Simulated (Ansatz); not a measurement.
In2TeO2:
```yaml
crystal:
  lattice:
    - [3.74249, 0.00000, 0.00000]
    - [-1.87124, 3.24109, 0.00000]
    - [0.00000, 0.00000, 7.18707]
  atoms:
    - { symbol: In, position: [0.66667, 0.33333, 0.80818] }
    - { symbol: In, position: [0.33333, 0.66667, 0.19182] }
    - { symbol: Te, position: [0.00000, 0.00000, 0.50000] }
    - { symbol: O, position: [0.66667, 0.33333, 0.11919] }
    - { symbol: O, position: [0.33333, 0.66667, 0.88081] }
```

Relaxed with PBEsol. Special points in fractions of this cell's reciprocal vectors: Γ (0.000, 0.000, 0.000); M (0.500, 0.000, 0.000); K (0.333, 0.333, 0.000); A (0.000, 0.000, 0.500); L (0.500, 0.000, 0.500); H (0.333, 0.333, 0.500).

Task: List the band energies nearest the Fermi level at these points for PBEsol in the plane-wave PAW code Ansatz.

Result: In eV from the Fermi level; about four levels below and three above (degenerate sets whole), none deeper than 8.9 eV; points with the same levels are listed once.

```
k                          below           above
-  -----------------------------  --------------
Γ        -3.32 -3.32 -2.55 -2.02  0.46 0.46 2.61
M        -2.86 -2.35 -0.73 -0.61  2.30 3.46 4.60
K  -4.83 -4.83 -2.52 -2.52 -1.55  1.25 1.25 4.23
A        -4.22 -4.22 -3.32 -3.32  0.46 0.46 0.63
L        -3.94 -1.75 -0.74 -0.32  2.12 3.18 4.48
H  -3.82 -3.82 -3.64 -3.64 -1.80  1.24 1.24 4.68
```

Space group P-3m1. The start of the workflow was typed in or built on a structure type; neither database checked (COD, Materials Project) lists it. Whether it is the stable phase at ambient conditions was not checked. The cell was relaxed with PBEsol under the symmetry of its start; its stability against distortions is not shown here. Scalar-relativistic: spin–orbit coupling is off unless named, which matters more the heavier the elements.

Potentials: the later of the program's two PAW sets.
